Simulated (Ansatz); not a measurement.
Input and command of a plane-wave DFT calculation in Ansatz:

```yaml
crystal:
  lattice:
    - [5.2924377968, 0.0, 0.0]
    - [0.0, 5.2924377968, 0.0]
    - [0.0, 0.0, 3.4919317052]
  atoms:
    - { symbol: Pb, position: [0.0, 0.0, 0.0] }
    - { symbol: Pb, position: [0.5, 0.5, 0.5] }
    - { symbol: O, position: [0.3099331964, 0.3099331964, 0.0] }
    - { symbol: O, position: [0.1900668036, 0.8099331964, 0.5] }
    - { symbol: O, position: [0.6900668036, 0.6900668036, 0.0] }
    - { symbol: O, position: [0.8099331964, 0.1900668036, 0.5] }
basis:
  ecutwfc: 420
kpoints:
  mp_grid: { grid: [8, 8, 10] }
hamiltonian:
  xc: pbe
scf:
  occupations: { method: gaussian, width: 0.1 }
output:
  forces: true
  stress: true
  eigenvalues: true
relax:
  adjacent_minimum: "off"
  f_tol: 0.01
  max_steps: 30
  cell: { stress_tol: 0.1, fix: [volume] }
```

```bash
ansatz run input.yaml --threads 1 --pin off --max-ram 2560MiB --backend cpu --events-out ev --progress --plain --runs-dir out
```

Processor: Intel(R) Xeon(R) 6975P-C (Granite Rapids), 1 thread, on a host shared with other jobs.

Problem. How long does it run, and how much memory does it take?

Solution. About 64 s on 1 thread of Intel(R) Xeon(R) 6975P-C (Granite Rapids) (shared host), peak memory 0.55 GiB. It solves 32 bands at 90 k points (the mesh reduced by the symmetry that the task leaves, which can be less than the crystal's) with about 1915 plane waves, in 38 SCF iterations over 8 ionic steps.
